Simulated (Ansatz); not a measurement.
BHPb: reading a single point

```
CELL_PARAMETERS angstrom
3.37795 0.00000 0.00000
1.68897 -7.33592 0.00000
0.00000 0.00000 -3.27286
ATOMIC_POSITIONS crystal
H 0.91002 0.17996 0.75000
H 0.08998 0.82004 0.25000
Pb 0.30058 0.39884 0.25000
Pb 0.69942 0.60116 0.75000
B 0.46450 0.07100 0.25000
B 0.53550 0.92900 0.75000
```

Method: r2SCAN, no spin polarisation; PAW, plane waves to 500 eV, 8×8×8 Γ-centred mesh, fermi-dirac occupations (width 0.1 eV) (Ansatz 0.2.0), atoms fixed.

Is it stable against the elements?

1.59 eV an atom against the elements' usual phases (free molecules for gases, crystals otherwise, with no correction for O₂ or N₂), so at this geometry it isn't bound against them. Relaxing would lower it.

Which atom feels the largest force, and which way?

The largest is on Pb3 (and as large on other atoms): 5.01 eV/Å, components (0.00, 5.01, 0.00). It makes 0° with the line to a nearest neighbour, B5 at 2.41 Å, pointing towards it.

What does the stress say?

The pressure is 12.2 GPa (compression positive), so with the atoms held at these fractions the cell would first expand; the forces are large, so a full relaxation may end otherwise. The principal stresses 0.6, 13.0, 23.2 GPa differ, so its shape would change too.

What happens at the Fermi level?

It is a metal, with about 1.6 states/eV a cell as the mean within 0.25 eV of the Fermi level, mostly B p (32 %), Pb p (31 %) and H s (23 %).

Origin: a known structure type with other elements, at an estimated volume, so it need not be a known compound. Caveats: atoms or cell far from equilibrium.
